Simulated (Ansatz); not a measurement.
The start is a relaxed TiC cell, doubled along one cell vector, shaken by Gaussian noise of σ = 0.08 Å a coordinate. The cell and all atomic positions are relaxed at zero pressure with r2SCAN (plane waves to 500 eV, PAW, scalar-relativistic; Ansatz, a quantum-chemistry and plane-wave program). The first steps use a coarse 4×8×11 k-mesh.

Starting cell:
```yaml
crystal:
  lattice:
    - [-2.82574, 2.82574, 10.63503]
    - [1.41287, -1.41287, 5.31751]
    - [1.41287, 1.41287, -5.31751]
  atoms:
    - { symbol: Ti, position: [0.12466, 0.25949, 0.98878] }
    - { symbol: Ti, position: [0.62669, 0.27854, 0.00647] }
    - { symbol: Ti, position: [0.99109, 0.50902, 0.47793] }
    - { symbol: Ti, position: [0.49902, 0.52769, 0.49839] }
    - { symbol: C, position: [0.32225, 0.64582, 0.96347] }
    - { symbol: C, position: [0.82006, 0.67585, 0.99196] }
    - { symbol: C, position: [0.20357, 0.92656, 0.45985] }
    - { symbol: C, position: [0.71517, 0.92086, 0.53271] }
```

| Quantity | Result |
|---|---|
| Energy released | 0.81 eV/atom |
| Volume change | -4.5 %, from 10.61 to 10.14 Å³/atom |
| Relative to the parent | It does not go back: it reaches Fm-3m (No. 225), rock salt type, 0.77 eV/atom below the parent |
| Shortest distances (start → end) | The closest pairs of elements (up to four, under 3.6 Å), start → end: C–Ti 2.10 → 2.16 Å; C–C 2.70 → 3.06 Å; Ti–Ti 2.80 → 3.06 Å |
| Band gap at the end | no gap (metallic) |
| Optimiser moves | 20 |

Relaxed structure:

Space group Fm-3m (No. 225); a = b = c = 4.328 Å, α = β = γ = 90.00°

| atom | site | symmetry | x | y | z |
|---|---|---|---|---|---|
| Ti | 4b | m-3m | 0.5000 | 0.5000 | 0.5000 |
| C | 4a | m-3m | 0.0000 | 0.0000 | 0.0000 |
(The calculation used a cell of 2 atoms; values per cell refer to that cell.)

Final values are on a 18×18×18 k-mesh of the relaxed cell. No spin polarisation in the result.

Of the parent cell (I4₁md (No. 109)): it is a generated cell of TiC: the first start was made by placing the elements on the sites of a structure type, and the end was not matched to a known phase here, so it may be hypothetical. Known forms of TiC include space group No. 225.
